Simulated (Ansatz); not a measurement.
Relaxed-ion elastic tensor of HfO2 (rutile, space group No. 136) in GPa (Voigt order), the program Ansatz at the LDA level (PAW); density 9.56 g/cm³, 12.18 Å³ per atom.

```
290  212  163  0.0  0.0  0.0
212  290  163  0.0  0.0  0.0
163  163  499  0.0  0.0  0.0
0.0  0.0  0.0  106  0.0  0.0
0.0  0.0  0.0  0.0  106  0.0
0.0  0.0  0.0  0.0  0.0  226
```

Is the crystal mechanically stable?

Yes: the smallest eigenvalue of C is 78.4 GPa.

Work out the Voigt, Reuss and Hill averages.

K_V = 239, K_R = 233, K_H = 236; G_V = 124, G_R = 89.1, G_H = 106 GPa.

Give Young's modulus, Poisson's ratio, Pugh's ratio and the universal anisotropy index.

E = 9KG/(3K + G) = 277 GPa; ν = 0.30; K/G = 2.22 (ductile by the Pugh limit of 1.75); A_U = 5G_V/G_R + K_V/K_R − 6 = 1.97.

Estimate the sound speeds and the Debye temperature.

v_l = √((K + 4G/3)/ρ) = 6290 m/s, v_t = √(G/ρ) = 3330 m/s, mean 3730 m/s; Θ = (h/k)(3n/4πV)^(1/3) v_m = 482 K.

Solve the Christoffel equation for the three sound speeds along x, y, z.

Eigenvalues of C_ijkl n_j n_l equal ρv². In km/s, slowest first: x 3.33, 4.86, 5.51; y 3.33, 4.86, 5.51; z 3.33, 3.33, 7.22.

How much does each axis shrink under pressure?

Linear compressibilities β_i = Σ_j S_ij (j = 1 to 3): x 1.7, y 1.7, z 0.89 per TPa.

Space group P4_2/mnm (rutile). The first step of the workflow began from a Materials Project structure, measured or hypothetical; the Crystallography Open Database copy checked does not list it. It is not the phase usual at ambient conditions (space group No. 14, 29). The LDA relaxation kept the symmetry of its start; whether a distortion lowers the energy is not shown. No spin polarisation was allowed. Spin–orbit coupling is left out wherever it is not named.

Potentials: the earlier of the program's two PAW sets. The files were generated under PBE; for other functionals the program regenerates the frozen cores, and for LDA and PBEsol the local potential too.
